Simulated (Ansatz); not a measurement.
LaB2Rh3:
Space group P6/mmm (No. 191); a = 5.478 Å, b = 5.478 Å, c = 3.151 Å, α = 90.00°, β = 90.00°, γ = 120.00°

```tsv
atom	site	symmetry	x	y	z
Rh	3g	mmm	0.5000	0.5000	0.5000
La	1a	6/mmm	0.0000	0.0000	0.0000
B	2c	-6m2	0.3333	0.6667	0.0000
```

Relaxed with r²SCAN.

Task: Tabulate the valence density and the electron localisation function along the shortest La–La contact (3.15 Å), r²SCAN in the plane-wave PAW code Ansatz.

Result: 

```csv
distance from La (Å),density (e/Å³),ELF
0.32,1.47,0.13
0.47,1.64,0.49
0.63,1.68,0.75
0.79,1.41,0.82
0.95,0.94,0.79
1.10,0.53,0.61
1.26,0.28,0.27
1.42,0.16,0.06
1.58,0.13,0.03
1.73,0.16,0.06
1.89,0.28,0.27
2.05,0.53,0.61
2.21,0.94,0.79
2.36,1.41,0.82
2.52,1.68,0.75
2.68,1.64,0.49
2.84,1.47,0.13
```

The density is the valence pseudo-density with augmentation charge, so density and ELF within about 1 Å of a nucleus are not all-electron values.

The workflow started from an entry of the Crystallography Open Database (COD). Whether it is the stable phase at ambient conditions was not checked. The r²SCAN relaxation kept the symmetry of its start; its stability against distortions is not shown here. The run is not spin-polarised. Scalar-relativistic: spin–orbit coupling is off unless named, which matters more the heavier the elements.

Potentials: the later of the program's two PAW sets.
